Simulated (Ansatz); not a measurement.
**Two states of EuHg3Pd**

```
CELL_PARAMETERS angstrom
4.74699 0.00000 0.00000
0.00000 4.74699 0.00000
0.00000 0.00000 4.74699
ATOMIC_POSITIONS crystal
Pd 0.00000 0.00000 0.00000
Hg 0.50000 0.00000 0.00000
Hg 0.00000 0.50000 0.00000
Hg 0.00000 0.00000 0.50000
Eu 0.50000 0.50000 0.50000
```

Level: PBE, with U = 5.3 eV and J = 0.69 eV on Eu f, U = 4.21 eV and J = 0.48 eV on Pd d (all-electron-ortho-atomic projectors); 420 eV; 4×4×4 Γ-centred mesh; fermi-dirac occupations (width 0.1 eV); Ansatz 0.2.0, fixed geometry.

State A: no moments (no spin polarisation). State B: Eu5 down (collinear spin).

Question: Compare the two self-consistent states.

Answer: State B is lower by 1472.6 meV an atom at zero smearing; in free energy at this smearing B lies -1460.0 meV an atom from A.

```tsv
state	free energy (meV/atom)	largest moment in a small sphere (μB)	net moment (μB/cell)	gap on mesh (eV)	pressure (GPa)	largest force (eV/Å)
A	1460.0	0.00	0.00	metal	30.1	0.00
B	0.0	7.01	7.41	metal	32.4	0.00
```

Origin: a known structure type with other elements, at an estimated volume, so it need not be a known compound. Caveats: the k mesh is coarse if the cell is a metal; atoms or cell far from equilibrium; open f shell without moments.
